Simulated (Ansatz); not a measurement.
The elements of this relaxed trial crystal are hidden behind letters.

```
lattice vectors (Å)
   3.3077    0.0000    0.0000
   0.0000    3.3077    0.0000
   0.0000    0.0000    9.3305
fractional positions
X 0.5000 0.5000 0.5000
Z 0.0000 0.0000 0.7433
Z 0.5000 0.5000 0.0000
Z 0.0000 0.0000 0.2567
Q 0.0000 0.0000 0.0000
Q 0.5000 0.5000 0.2678
Q 0.0000 0.0000 0.5000
Q 0.5000 0.5000 0.7322
```

Theory: Ansatz 0.2.0, DFT PBE, scalar-relativistic, plane waves, PAW. Settings of the last relaxation (8-atom cell): 420 eV, 12×12×4 k points, Gaussian smearing of 0.10 eV, no spin polarisation.

* Space group: P4/mmm (No. 123)
* Conventional cell: a = 3.308 Å, c = 9.330 Å
* Volume per atom: 12.76 Å³
* Density: 6.92 g/cm³
* Energy over the elements: −1.36 eV/atom
* Gap on the 12×12×4 mesh of the 8-atom cell: 0 eV (the bands overlap slightly)

Energies are uncorrected and count from the elements' standard states at the same level.

**Question.** X is an s-block element of period 3, Z is a d-block element of period 5 and Q is a p-block element of period 2. Which elements are they?

**Answer.** X = Mg, Z = Cd, Q = O, so the formula is MgCd3O4. Density times volume gives a mean mass of 6.92 × 12.76/1.6605 = 53.2 u per atom, and this set has 53.2 u. Mg is surrounded by 2 O at 2.17 Å and 4 O at 2.34 Å; around Cd on a site of symmetry 4mm lie 6 O at 2.27–2.40 Å; O on a site of symmetry 4/mmm is surrounded by 6 Cd at 2.34–2.40 Å; 3 more sites not described. Other sets within the hints have nearly the same mass, so mass alone doesn't settle it; this one was computed.

The zero gap may come from the functional, which often closes small gaps. Symmetry constrained the relaxation, so the result can be a saddle point.
